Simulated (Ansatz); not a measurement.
# A plane-wave run on BeTl4

Input file of Ansatz 0.2.0:

```yaml
crystal:
  lattice:
    - [-4.106737, 4.106737, 3.703231]
    - [4.106737, -4.106737, 3.703231]
    - [4.106737, 4.106737, -3.703231]
  atoms:
    - { symbol: Tl, position: [0.361, 0.804, 0.557] }
    - { symbol: Tl, position: [0.804, 0.747, 0.443] }
    - { symbol: Tl, position: [0.747, 0.804, 0.943] }
    - { symbol: Tl, position: [0.804, 0.361, 0.057] }
    - { symbol: Tl, position: [0.639, 0.196, 0.443] }
    - { symbol: Tl, position: [0.196, 0.639, 0.943] }
    - { symbol: Tl, position: [0.253, 0.196, 0.057] }
    - { symbol: Tl, position: [0.196, 0.253, 0.557] }
    - { symbol: Be, position: [0.125, 0.875, 0.25] }
    - { symbol: Be, position: [0.875, 0.125, 0.75] }
  symmetry: { tolerance: 0.0003 }
kpoints:
  mp_grid: { grid: [6, 6, 6], shift: [0, 0, 0] }
  band_path:
    path:
      - [0.0, 0.0, 0.0]
      - [0.0, 0.0, 0.5]
      - [-0.5, 0.5, 0.5]
      - [0.0, 0.0, 0.0]
      - [0.45328617, 0.45328617, -0.45328617]
    npoints: 13
magnetization:
  spin_polarized: false
scf:
  occupations: { method: fermi_dirac }
  lower_state_search: "off"
  max_iter: 200
hamiltonian:
  pseudopotentials: { kind: paw }
  xc: pbe
basis:
  ecutwfc: 420
  fft_grid_basis: typed
output:
  forces: true
  stress: true
  eigenvalues: true
  bader: true
  populations: true
  elf: true
  write_potential: true
  volumetric_format: npy
  dos:
    e_range: [-12, 8]
    de: 0.05
    projected: { site_lists: { Be: [Be], Tl: [Tl] } }
checkpoint:
  read: saved_state
```

The run starts from an earlier solution of this cell. 

Excerpt of what it printed:

```
Pseudopotentials: kind: paw
Pseudopotential: Tl, paw, valence charge 13, recommended cutoff 420 eV (normal), Tl.paw.azcp
Pseudopotential: Be, paw, valence charge 2, recommended cutoff 420 eV (normal), Be.paw.azcp
Functional definition: PBE
  exchange = pbe_x(kappa = kappa, mu = beta*pi^2/3)
  correlation = pbe_c(beta = beta)
Crystal: 10 atoms, lattice volume = 249.824 Å³
Basis set: ecut = 420 eV, 4929 PW (Γ), exchange–correlation on 96×96×96 points (8 copies of the dense FFT grid, shifted against one another)
Bands: 65, of which v1, the nominal top of the filled ones, is band 54 counted from 1 (53 counted from 0)
Symmetry: 16 space group operations
Space group: I41/amd (ITA 141), of the structure as read, at distance tolerance 1.9e-3 Å
k-points: 30 of 216
Initial density: read from a saved state, or passed on in memory by an earlier SCF of this step, an earlier step, the calling program or the single point that the run made first
Functional: x = pbe(κ = 0.804, μ = 0.2195), c = pbe(β = 0.0667)
Free energy (F): -91734.9692 eV
Harris-Foulkes:  -91734.9692 eV  (|F-HF|=3.75e-9)
Internal energy: -91734.8282 eV  (E = F + TS)
E sigma→0 (E₀):  -91734.8987 eV
Entropy (-TS):   -0.1411 eV (-14.107 meV/atom)
Fermi energy:    10.0083 eV
--- Per-component energies (eV) ---
  E_band       = 37.9635
  E_kinetic    = 2713.4378
  E_local      = -7372.6315  (includes V_loc(G=0)·N_el)
  E_nonlocal   = 2545.6180
  E_hartree    = 2760.2376
  E_xc         = -1884.5717
  E_vxc        = -1178.6003  (∫ρ·V_xc dr)
  E_paw        = -81435.7958  (= ΣΔE_a)
  E_vpaw       = -2190.3371  (= ΣTr[D̂ρ^β])
  E_aug_tail   = 0.0003  (compensation charges beyond the density's cutoff)
  E_ewald      = -9061.1229
  E_smearing   = -0.1411  (= −TS)
--- Forces (eV/Å), atoms counted from 1 ---
  atom   1  Tl     0.0000     0.2272    -0.6672
  atom   2  Tl    -0.2272     0.0000    -0.6672
  atom   3  Tl     0.0000    -0.2272    -0.6672
  atom   4  Tl     0.2272     0.0000    -0.6672
  atom   5  Tl     0.0000    -0.2272     0.6672
  atom   6  Tl    -0.2272     0.0000     0.6672
  atom   7  Tl     0.0000     0.2272     0.6672
  atom   8  Tl     0.2272     0.0000     0.6672
  atom   9  Be     0.0000     0.0000     0.0000
  atom  10  Be     0.0000     0.0000     0.0000
--- Stress (GPa, compression-positive) ---
        4.0400       0.0000       0.0000
        0.0000       4.0400       0.0000
        0.0000       0.0000       5.4083
  P = ⅓ Tr σ = 4.4961 GPa (44.961 kbar)
--- Löwdin populations: 10 sites ---
  site symbol       q [e]
     0     Tl     13.2544
     1     Tl     13.2544
     2     Tl     13.2544
     3     Tl     13.2544
     4     Tl     13.2544
     5     Tl     13.2544
     6     Tl     13.2544
     7     Tl     13.2544
     8     Be      0.6011
     9     Be      0.6011
  spilling = 0.0071 (of n_electrons = 108.0000)
--- Bader charges: 10 sites ---
  site symbol  charge [e]  shift [e]
     0     Tl     -0.1994     0.0005
     1     Tl     -0.1994     0.0005
     2     Tl     -0.1995     0.0005
     3     Tl     -0.1995     0.0005
     4     Tl     -0.1994     0.0005
     5     Tl     -0.1994     0.0005
     6     Tl     -0.1994     0.0005
     7     Tl     -0.1994     0.0005
     8     Be      0.7978     0.0020
     9     Be      0.7978     0.0020
```

Origin: a known structure type with other elements, at an estimated volume, so it need not be a known compound.
